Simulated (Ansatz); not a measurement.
An element in the bcc structure gives these cold pressures by all-electron LAPW under PBEsol (Ansatz 0.2.0, scalar-relativistic, no spin polarisation).

| V (Å³/atom) | P (GPa) |
| --- | --- |
| 58.02 | 0.03 |
| 52.21 | 1.14 |
| 46.41 | 2.79 |
| 40.61 | 5.12 |
| 34.81 | 8.76 |
| 29.01 | 15.84 |
| 23.21 | 31.8 |

(1) Which element is it?

Answers

(1) Ba. Its zero-pressure volume in this structure is near 58.0 Å³/atom; the volume and the steepness of P(V) together point to it, though neighbours can come close. Neighbours weren't tried against these numbers.
